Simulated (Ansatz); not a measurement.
Given:

SbPt:
```
SbPt
1.0
    4.17384     0.00000     0.00000
   -2.08692     3.61465     0.00000
    0.00000     0.00000     5.46416
Sb Pt
2 2
Direct
  0.66667   0.33333   0.75000
  0.33333   0.66667   0.25000
  0.00000   0.00000   0.50000
  0.00000   0.00000   0.00000
```

This is the PBEsol-relaxed structure.

**Question.** All from DFT-PBEsol in the program Ansatz with PAW potentials, unless another level is named. Predict the electronic character.

**Answer.** metallic (no gap).

**Question.** And the formation energy from the elements (no fitted shifts)?

**Answer.** -0.41 eV/atom.

**Question.** Predict the density of states at the Fermi level.

**Answer.** 0.45 states/eV per atom (mean over ±0.08 eV).

**Question.** Predict the gap with spin–orbit coupling.

**Answer.** none (metallic).

Space group P6_3/mmc (NiAs type). The first step of the workflow began from a Materials Project structure, measured or hypothetical; the Crystallography Open Database files this formula in space group No. 194, but the cells were not matched. Whether it is the stable phase at ambient conditions was not checked. The cell was relaxed with PBEsol under the symmetry of its start; its stability against distortions is not shown here. The run is not spin-polarised. The references are the lowest solids computed at this level, not always the standard phases. Spin–orbit coupling is left out wherever it is not named.

Potentials: the later of the program's two PAW sets.
